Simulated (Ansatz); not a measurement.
Si₂W (MoSi2 or CaC2 type, I4/mmm) under volume change, r²SCAN (plane waves, PAW; program Ansatz), shape and atoms relaxed at each volume.

```tsv
V (Å³/atom)	E − E(relaxed) (meV/atom)	P (GPa)
12.207	93.3	26.94
12.609	39.2	16.48
13.011	9.3	7.58
13.414	0.0	0.00
13.816	8.3	-6.44
14.219	31.5	-11.91
14.621	67.4	-16.55
```

What does a third-order Birch–Murnaghan fit give for V₀, B₀ and B′?

V₀ = 13.41 Å³/atom, B₀ = 232 GPa, B′ = 4.4.

The r²SCAN relaxation kept the symmetry of its start. No spin polarisation was allowed. Scalar-relativistic: spin–orbit coupling is off unless named, which matters more the heavier the elements.

Potentials: the later of the program's two PAW sets.
